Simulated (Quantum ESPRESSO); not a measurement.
## Band energies of Rh2O3

```
CELL_PARAMETERS angstrom
      2.57161     1.48472     4.62916
     -2.57161     1.48472     4.62916
      0.00000    -2.96944     4.62916
ATOMIC_POSITIONS crystal
  O  0.04986 0.45014 0.75000
  O  0.95014 0.54986 0.25000
  O  0.75000 0.04986 0.45014
  O  0.25000 0.95014 0.54986
  O  0.45014 0.75000 0.04986
  O  0.54986 0.25000 0.95014
  Rh 0.84919 0.84919 0.84919
  Rh 0.15081 0.15081 0.15081
  Rh 0.65081 0.65081 0.65081
  Rh 0.34919 0.34919 0.34919
```

PBEsol (pw.x of Quantum ESPRESSO, ONCV potentials, scalar-relativistic); path ΓLB1,BZΓX,QFP1Z,LP; energies in eV from the valence-band maximum.

```
k (1/Å)  point  band 48  band 49  band 50  band 51  band 52  band 53  band 54  band 55
-------  -----  -------  -------  -------  -------  -------  -------  -------  -------
0.00         Γ    -1.42    -0.61    -0.61    -0.42     0.00     0.82     0.82     0.99
0.49              -1.02    -0.82    -0.75    -0.62    -0.27     1.13     1.19     1.24
0.74         L    -1.01    -0.86    -0.86    -0.61    -0.61     1.43     1.43     1.72
0.93              -0.92    -0.77    -0.77    -0.64    -0.64     1.17     1.17     1.62
1.32        B1    -0.89    -0.70    -0.70    -0.51    -0.51     0.73     0.73     1.34
1.32         B    -0.89    -0.70    -0.70    -0.51    -0.51     0.73     0.73     1.34
1.75              -1.04    -0.91    -0.91    -0.70    -0.70     1.16     1.16     1.79
1.96         Z    -1.02    -1.02    -1.02    -1.00    -1.00     1.51     1.51     1.51
2.19              -1.29    -0.79    -0.61    -0.61    -0.49     1.09     1.09     1.46
2.64         Γ    -1.42    -0.61    -0.61    -0.42     0.00     0.82     0.82     0.99
3.18              -0.96    -0.84    -0.70    -0.64    -0.24     0.83     1.06     1.59
3.54         X    -0.86    -0.67    -0.64    -0.51    -0.49     0.70     0.79     1.15
3.54         Q    -0.86    -0.67    -0.64    -0.51    -0.49     0.70     0.79     1.15
3.86         F    -1.12    -0.82    -0.53    -0.50    -0.32     0.54     0.89     1.01
3.86        P1    -1.00    -0.97    -0.57    -0.53    -0.46     0.67     0.94     1.11
4.14              -0.99    -0.90    -0.81    -0.68    -0.59     1.00     1.12     1.64
4.42         Z    -1.02    -1.02    -1.02    -1.00    -1.00     1.51     1.51     1.51
4.42         L    -1.01    -0.86    -0.86    -0.61    -0.61     1.43     1.43     1.72
4.54              -1.05    -0.91    -0.72    -0.62    -0.57     1.31     1.40     1.58
4.90         P    -1.00    -0.97    -0.57    -0.53    -0.46     0.67     0.94     1.11
```

The PBEsol gap is indirect, 0.54 eV, from Γ to F; the smallest direct gap is 0.81 eV.

Spin-orbit splittings are left out.

Geometry of the Materials Project entry, not relaxed at this level.
